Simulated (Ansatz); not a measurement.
# Notes on Co₃BI

```xyz
5
Lattice="4.0410 0.0000 0.0000 0.0000 4.0410 0.0000 0.0000 0.0000 5.1219" Properties=species:S:1:pos:R:3 pbc="T T T"
Co    2.0205    2.0205    0.6151
B     2.0205    2.0205    3.4829
Co    0.0000    2.0205    2.6680
Co    2.0205    0.0000    2.6680
I     0.0000    0.0000    0.0000
```

Single point in Ansatz 0.2.0 with r2SCAN, no spin polarisation. Cutoff 500 eV, PAW datasets, 8×8×7 Γ-centred k mesh, fermi-dirac filling (width 0.0602 eV).

Task: What does the stress say?

Result: The pressure is -23.5 GPa (compression positive), so with the atoms held at these fractions the cell would first shrink; the forces are large, so a full relaxation may end otherwise.

Task: How is the charge shared?

Result: Bader charges in e: Co +0.18 to +0.26, B -0.45, I -0.16. In the mean Co gives up most and B takes most.

Task: Is it stable against the elements?

Result: 1.36 eV an atom against the elements' usual phases (free molecules for gases, crystals otherwise, with no correction for O₂ or N₂), so at this geometry it isn't bound against them. Relaxing would lower it.

Task: Is there a gap?

Result: It is a metal, with about 15 states/eV a cell as the mean within 0.25 eV of the Fermi level, mostly Co d (91 %).

Task: Where is the largest force?

Result: The largest is on B2: 1.35 eV/Å, components (0.00, 0.00, -1.35). It makes 68° with the line to a nearest neighbour, Co3 at 2.18 Å.

Task: Describe some of the short contacts.

Result: B–Co at 2.18 Å: least valence density 0.48 e/Å³ and ELF 0.58 there. I–Co at 2.92 Å: least valence density 0.21 e/Å³ and ELF 0.18 there. I–B at 3.29 Å: least valence density 0.13 e/Å³ and ELF 0.17 there. These are pseudo-fields; inside the PAW spheres they differ from the all-electron ones.

Origin: a known structure type with other elements, at an estimated volume, so it need not be a known compound. Caveats: no spin polarisation, so a magnetic state may lie lower; atoms or cell far from equilibrium.
